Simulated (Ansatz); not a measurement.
# BP: modes and screening against the lattice constant

Level of theory: Ansatz, DFT LDA, scalar-relativistic, plane waves, PAW. Plane waves to 420 eV; Γ-centred k mesh 12×12×12; fixed occupations. No spin polarisation. Phonons by linear response, acoustic sum rule imposed.

The cell is fixed (symmetry leaves no force on the atoms) and stands under 48.4 GPa:
```cif
data_structure
_symmetry_space_group_name_H-M 'F-43m'
_symmetry_Int_Tables_number 216
_cell_length_a 4.2110
_cell_length_b 4.2110
_cell_length_c 4.2110
_cell_angle_alpha 90.000
_cell_angle_beta 90.000
_cell_angle_gamma 90.000
_cell_volume 74.67
loop_
_atom_site_label
_atom_site_type_symbol
_atom_site_symmetry_multiplicity
_atom_site_Wyckoff_symbol
_atom_site_fract_x
_atom_site_fract_y
_atom_site_fract_z
_atom_site_occupancy
B1 B 4 a 0.00000 0.00000 0.00000 1
P1 P 4 d 0.25000 0.25000 0.75000 1
```

The cell is the ideal cubic zincblende prototype. The bands were filled as in an insulator; under compression the gap may have closed between mesh points.

Problem. How do the optical zone-centre modes (counted from the lowest optical one, degenerate ones once; i marks imaginary ones; without the LO field) and the screening change over a = 4.211, 4.521 and 4.617 Å (k meshes 12×12×12, 10×10×10, 10×10×10)?

Solution.
| a (Å) | 4.211 | 4.521 | 4.617 |
| --- | --- | --- | --- |
| pressure (GPa) | 48.4 | -3.5 | -12.5 |
| gap on the mesh (eV) | 0.86 | 1.17 | 1.25 |
| ε∞ | 9.19 | 9.19 | 9.24 |
| ε0 | 9.7 | 9.3 | 9.3 |
| mode 1 (cm⁻¹) | 992 | 804 | 754 |

Cost: 3 runs of about 7.5 core-minutes in all, on Intel Xeon Processor @ 2.50GHz (Skylake/Cascade Lake) (shared hosts).